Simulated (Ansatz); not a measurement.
AlN:
```xyz
4
Lattice="3.0886 0.0000 0.0000 -1.5443 2.6748 0.0000 0.0000 0.0000 4.9432" Properties=species:S:1:pos:R:3 pbc="T T T"
Al     1.5443     0.8916     2.4667
Al     0.0000     1.7832     4.9383
N      1.5443     0.8916     4.3549
N      0.0000     1.7832     1.8833
```

This is the LDA-relaxed structure. x, y and z are the axes in which the lattice vectors are written.

**Question.** All from plane-wave PAW LDA (Ansatz code), unless another level is named. Predict the vibrational entropy at 300 K.

**Answer.** 10.2 J/(K·mol of atoms).

**Question.** Next, the Hill bulk and shear moduli?

**Answer.** 211 and 124 GPa.

**Question.** Predict the elastic constants (relaxed ions, GPa).

**Answer.** C11 = 396, C12 = 144, C13 = 112, C33 = 370, C44 = 116.

**Question.** Next, the piezoelectric stress constants (proper, relaxed ions, C/m²)?

**Answer.** e15 = e24 = -0.36, e31 = e32 = -0.67, e33 = 1.67.

Space group P6_3mc (wurtzite). The cell was relaxed with LDA under the symmetry of its start. Signs of piezoelectric constants follow the polarity of the cell as given.

Potentials: the earlier of the program's two PAW sets. The files were generated under PBE; for other functionals the program regenerates the frozen cores, and for LDA and PBEsol the local potential too.
